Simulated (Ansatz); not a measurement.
The polar optical mode of CsH at 0.5 GPa, worked through

Method: DFT LDA, scalar-relativistic, plane waves, PAW in Ansatz. Plane waves to 420 eV; Γ-centred k mesh 8×8×8; fixed occupations. No spin polarisation. Phonons by linear response, acoustic sum rule imposed.

The cell is fixed (symmetry leaves no force on the atoms) and stands under 0.5 GPa:
```yaml
crystal:
  lattice:
    - [0.00000, 3.27910, 3.27910]
    - [3.27910, 0.00000, 3.27910]
    - [3.27910, 3.27910, 0.00000]
  atoms:
    - { symbol: Cs, position: [0.00000, 0.00000, 0.00000] }
    - { symbol: H, position: [0.25000, 0.25000, 0.25000] }
```

The cell is the ideal cubic zincblende prototype; this isn't the usual structure of the compound. Spin–orbit coupling is left out, which matters for heavy elements.

Linear response gives ν_TO = 584.7 cm⁻¹, Born charges ±0.990 e (positive on Cs) and ε∞ = 2.987. The primitive cell holds 70.517 Å³, and the masses are 132.905 and 1.008 amu.

Question: Find ν_LO and the static dielectric constant.

Answer: The long-wave field adds a restoring force: ω_LO² − ω_TO² = Z*²e²/(ε_vac ε∞ μV). In these units ν_LO² − ν_TO² = 4.92064×10⁷ Z*²/(μ V ε∞) cm⁻², with μ = m₁m₂/(m₁ + m₂) = 1.000 amu: 228883 cm⁻². So ν_LO = √(584.7² + 228883) = 755.5 cm⁻¹, and the run gives 755.5. Lyddane–Sachs–Teller then gives ε0 = ε∞ (ν_LO/ν_TO)² = 4.99, against 4.99 in the run (it forms both from the same three quantities, so the match checks the arithmetic only). Between ν_TO and ν_LO the dielectric function is negative and an undamped crystal reflects fully: a reststrahlen band from 13.2 to 17.1 μm.

Question: What do the Clausius–Mossotti polarisability and the Szigeti charge come to?

Answer: With the Lorentz local field, α = (3V/4π)(ε∞ − 1)/(ε∞ + 2) = 6.71 Å³ for the pair, and e_S = 3Z*/(ε∞ + 2) = 0.60 e. The Born charge includes the electrons' response to the dipole's own local field, and e_S takes that enhancement out. The Lorentz field assumes point-like polarisable ions, a fair picture at this small ε∞.

Question: How strongly does a slow electron couple to the LO mode?

Answer: For one isotropic parabolic band, Fröhlich's constant is α_F = (1/ε∞ − 1/ε0) √(m* Ry/ħω_LO), with Ry = 13.606 eV, ħω_LO = 93.7 meV and m* in free-electron masses: α_F = 0.1343 × 12.05 × √m* = 1.62 √m*. The band mass isn't part of this run; for m* = 0.1, 0.3 and 1 it gives 0.51, 0.89, 1.62. In weak coupling the polaron lies α_F ħω_LO below the band edge (83 meV at m* = 0.3) with a mass m*(1 + α_F/6); past α_F of about 5 or 6 that expansion fails. A semilocal functional's ε∞ tends to be too large, which taken alone lowers α_F.

Cost: 1 run of about 0.5 core-minutes, on Arm Neoverse V2 (shared hosts).